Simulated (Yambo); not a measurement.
# CuI: sweep of GW parameters

G0W0@PBEsol for CuI (space group P-3m1, No. 164) in Yambo. Reference settings: 3×3×2 Γ-centred k mesh, bands 9 to 209 and a 8 Ry block in the screening, 209 bands in G with the Bruneval-Gonze terminator, plasmon pole fitted at 27.2 eV. The PBEsol gap Γ → Γ on this mesh is 1.48 eV; G0W0 gaps are taken between the same points.

```json
[
 {"change from the reference": "reference settings", "G0W0 gap Γ → Γ (eV)": "2.53", "shift of the valence edge (eV)": "-0.69", "rough Yambo cost": "1"},
 {"change from the reference": "80 bands in W, 80 bands in G", "G0W0 gap Γ → Γ (eV)": "2.63", "shift of the valence edge (eV)": "-0.53", "rough Yambo cost": "about 1/3"},
 {"change from the reference": "135 bands in W, 135 bands in G", "G0W0 gap Γ → Γ (eV)": "2.56", "shift of the valence edge (eV)": "-0.63", "rough Yambo cost": "within a factor of two"},
 {"change from the reference": "80 bands in G", "G0W0 gap Γ → Γ (eV)": "2.57", "shift of the valence edge (eV)": "-0.68", "rough Yambo cost": "–"},
 {"change from the reference": "135 bands in G", "G0W0 gap Γ → Γ (eV)": "2.54", "shift of the valence edge (eV)": "-0.69", "rough Yambo cost": "–"},
 {"change from the reference": "99 bands in W", "G0W0 gap Γ → Γ (eV)": "2.58", "shift of the valence edge (eV)": "-0.58", "rough Yambo cost": "about 1/2"},
 {"change from the reference": "3 Ry block", "G0W0 gap Γ → Γ (eV)": "2.69", "shift of the valence edge (eV)": "-0.77", "rough Yambo cost": "within a factor of two"},
 {"change from the reference": "1 Ry block", "G0W0 gap Γ → Γ (eV)": "3.13", "shift of the valence edge (eV)": "-1.05", "rough Yambo cost": "within a factor of two"},
 {"change from the reference": "7 Ry block", "G0W0 gap Γ → Γ (eV)": "2.53", "shift of the valence edge (eV)": "-0.68", "rough Yambo cost": "within a factor of two"},
 {"change from the reference": "pole fitted at 10 eV", "G0W0 gap Γ → Γ (eV)": "2.56", "shift of the valence edge (eV)": "-0.58", "rough Yambo cost": "–"},
 {"change from the reference": "no random integration", "G0W0 gap Γ → Γ (eV)": "2.48", "shift of the valence edge (eV)": "-0.49", "rough Yambo cost": "–"},
 {"change from the reference": "3×3×1 mesh", "G0W0 gap Γ → Γ (eV)": "2.42", "shift of the valence edge (eV)": "-0.60", "rough Yambo cost": "about 1/3"},
 {"change from the reference": "80 bands in G, no terminator", "G0W0 gap Γ → Γ (eV)": "2.51", "shift of the valence edge (eV)": "-0.28", "rough Yambo cost": "–"},
 {"change from the reference": "no terminator", "G0W0 gap Γ → Γ (eV)": "2.47", "shift of the valence edge (eV)": "-0.57", "rough Yambo cost": "–"},
 {"change from the reference": "135 bands in G, no terminator", "G0W0 gap Γ → Γ (eV)": "2.47", "shift of the valence edge (eV)": "-0.47", "rough Yambo cost": "–"}
]
```

The reference isn't shown to be the converged limit. Costs are rough (shared machines), scaled to the same edge states, and given only for runs that recompute the screening.

Spin-orbit coupling is left out, which matters for elements this heavy: edges can move by tenths of an eV. The filled Cu 3d shell has no Hubbard U; semilocal functionals place it too high.

Geometry relaxed with PBE+D3(BJ); primitive cell a = 4.0675 Å, b = 4.0675 Å, c = 7.0955 Å, α = 90.00°, β = 90.00°, γ = 120.00°.

This is not the ordinary phase of the substance; no match was found in the copy of COD used, and its stability was not checked.

A shift is the quasiparticle energy of the state minus its PBEsol energy.
